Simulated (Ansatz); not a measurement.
Exchange in Tl₃CoCl₅ by functional

```yaml
crystal:
  lattice:
    - [-4.21550, 4.21550, 7.24850]
    - [4.21550, -4.21550, 7.24850]
    - [4.21550, 4.21550, -7.24850]
  atoms:
    - { symbol: Tl, position: [0.25000, 0.25000, 0.00000] }
    - { symbol: Tl, position: [0.75000, 0.75000, 0.00000] }
    - { symbol: Tl, position: [0.16000, 0.66000, 0.82000] }
    - { symbol: Tl, position: [0.66000, 0.84000, 0.50000] }
    - { symbol: Tl, position: [0.84000, 0.34000, 0.18000] }
    - { symbol: Tl, position: [0.34000, 0.16000, 0.50000] }
    - { symbol: Co, position: [0.75000, 0.25000, 0.50000] }
    - { symbol: Co, position: [0.25000, 0.75000, 0.50000] }
    - { symbol: Cl, position: [0.00000, 0.00000, 0.00000] }
    - { symbol: Cl, position: [0.50000, 0.50000, 0.00000] }
    - { symbol: Cl, position: [0.81000, 0.31000, 0.80000] }
    - { symbol: Cl, position: [0.31000, 0.51000, 0.50000] }
    - { symbol: Cl, position: [0.51000, 0.01000, 0.20000] }
    - { symbol: Cl, position: [0.01000, 0.81000, 0.50000] }
    - { symbol: Cl, position: [0.69000, 0.49000, 0.50000] }
    - { symbol: Cl, position: [0.19000, 0.69000, 0.20000] }
    - { symbol: Cl, position: [0.99000, 0.19000, 0.50000] }
    - { symbol: Cl, position: [0.49000, 0.99000, 0.80000] }
```

The same starts (parallel, antiparallel patterns that fit this cell, and no moments) were run with plane-wave PAW DFT (Ansatz 0.2.0; atoms fixed, collinear spin, no spin-orbit coupling; 4×4×4 Γ-centred mesh, fermi-dirac occupations of width 0.050 eV) at these levels: r2SCAN, 500 eV; r2SCAN with U_eff = 3.0 eV on Co d (all-electron-ortho-atomic projectors), 500 eV.

How do order, exchange and moments depend on the level?

The runs give, at zero smearing:

| level | lowest state | mean moment on Co (μB) | parallel less best compensated antiparallel (meV per Co) | gain over no moments (meV per Co) |
| --- | --- | --- | --- | --- |
| r2SCAN | antiparallel, compensated | 2.44 | +2 | 2638 |
| r2SCAN + U | antiparallel, compensated | 2.54 | +1 | 3868 |

Site moments are taken in small spheres that don't touch (radius about 0.4 of the atom's shortest bond), so those of the magnetic atoms read low. The two orders aren't resolved at any level: the difference runs from +1 to +2 meV per Co.

The cell is that of a Crystallography Open Database entry, unchanged.

Caveats: only orders that fit this cell were tried, so the true order may need a larger cell or canted moments; atoms and cell are held at the entry's values; differences under about 5 meV per magnetic atom weren't tested against a denser mesh or another U, and are taken as unresolved; the U is a value in common use, not computed for this crystal; the state without moments isn't the paramagnet, so the last column is no ordering energy, and a U inflates it.
